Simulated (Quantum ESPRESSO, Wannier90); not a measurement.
## Tight-binding from DFT: YTl (CsCl type)

```xyz
2
Lattice="3.7776 0.0000 0.0000 0.0000 3.7776 0.0000 0.0000 0.0000 3.7776" Properties=species:S:1:pos:R:3 pbc="T T T"
Y      1.8888     1.8888     1.8888
Tl     0.0000     0.0000     0.0000
```

Materials Project entry mp-11575; symmetrised, unrelaxed at this level. COD (Crystallography Open Database) has an entry of this formula and space group (matched by these alone). Method: LDA plane waves in Quantum ESPRESSO 7.5 (PseudoDojo norm-conserving files, 58 Ry, no spin polarisation, no spin-orbit coupling), Bloch states on a 8×8×8 mesh through Γ, Wannier90 4.0.1. Density: 12×12×12 mesh, cold smearing 0.01 Ry. Spin-orbit coupling is left out although heavy elements are present.

A tight-binding model is made by disentanglement and projection with no localisation steps (num_iter = 0), so the 13 orbitals stay atom-like: hydrogen-like Y: s;p;d; Tl: s;p, axes along x, y, z; frozen window up to 1.50 eV relative to the Fermi level. It follows pw.x to 3.7 meV rms for states up to 1.0 eV relative to the Fermi level. Matrix elements depend on this choice of orbitals and windows.

The 45 largest hoppings ⟨m,0|H|n,R⟩ between different sites (one of each Hermitian pair; signs follow the real orbitals' lobes; the list may end inside a set of equal values):

```tsv
m	n	R	distance of the centres (Å)	t (eV)
Y1 px	Y1 px	1 0 0	3.78	1.511
Y1 pz	Y1 pz	0 0 1	3.78	1.511
Y1 py	Y1 py	0 1 0	3.78	1.511
Y1 pz	Y1 dz2	0 0 1	3.78	-1.205
Y1 dz2	Y1 pz	0 0 1	3.78	1.205
Y1 px	Y1 dx2-y2	1 0 0	3.78	-1.043
Y1 dx2-y2	Y1 px	1 0 0	3.78	1.043
Y1 py	Y1 dx2-y2	0 1 0	3.78	1.043
Y1 dx2-y2	Y1 py	0 1 0	3.78	-1.043
Tl2 px	Tl2 px	1 0 0	3.78	0.949
Tl2 py	Tl2 py	0 1 0	3.78	0.948
Tl2 pz	Tl2 pz	0 0 1	3.78	0.946
Y1 s	Tl2 pz	1 1 1	3.27	0.809
Tl2 pz	Y1 s	0 0 0	3.27	-0.809
Y1 s	Tl2 pz	1 0 0	3.27	-0.809
Y1 s	Tl2 pz	0 1 1	3.27	0.808
Y1 s	Tl2 pz	0 1 0	3.27	-0.808
Y1 s	Tl2 pz	1 0 1	3.27	0.808
Y1 s	Tl2 pz	0 0 1	3.27	0.808
Y1 s	Tl2 pz	1 1 0	3.27	-0.808
Y1 s	Tl2 py	0 1 1	3.27	0.808
Tl2 py	Y1 s	0 0 0	3.27	-0.808
Y1 s	Tl2 py	1 0 0	3.27	-0.808
Y1 s	Tl2 py	1 1 1	3.27	0.808
Tl2 px	Y1 s	0 0 0	3.27	-0.808
Y1 s	Tl2 py	1 0 1	3.27	-0.808
Y1 s	Tl2 px	1 1 1	3.27	0.808
Y1 s	Tl2 px	0 1 1	3.27	-0.808
Y1 s	Tl2 px	1 0 0	3.27	0.808
Y1 s	Tl2 px	0 1 0	3.27	-0.808
Y1 s	Tl2 py	0 1 0	3.27	0.808
Y1 s	Tl2 px	1 0 1	3.27	0.808
Y1 s	Tl2 py	1 1 0	3.27	0.808
Y1 s	Tl2 py	0 0 1	3.27	-0.808
Y1 s	Tl2 px	0 0 1	3.27	-0.808
Y1 s	Tl2 px	1 1 0	3.27	0.808
Y1 px	Tl2 pz	1 1 1	3.27	0.770
Tl2 pz	Y1 py	0 0 0	3.27	0.770
Y1 px	Tl2 pz	1 0 0	3.27	-0.770
Tl2 pz	Y1 px	0 0 0	3.27	0.770
Y1 py	Tl2 pz	1 1 1	3.27	0.770
Y1 px	Tl2 pz	0 1 1	3.27	-0.770
Y1 py	Tl2 pz	0 1 1	3.27	0.769
Y1 py	Tl2 pz	1 0 1	3.27	-0.769
Y1 py	Tl2 pz	1 0 0	3.27	0.769
```
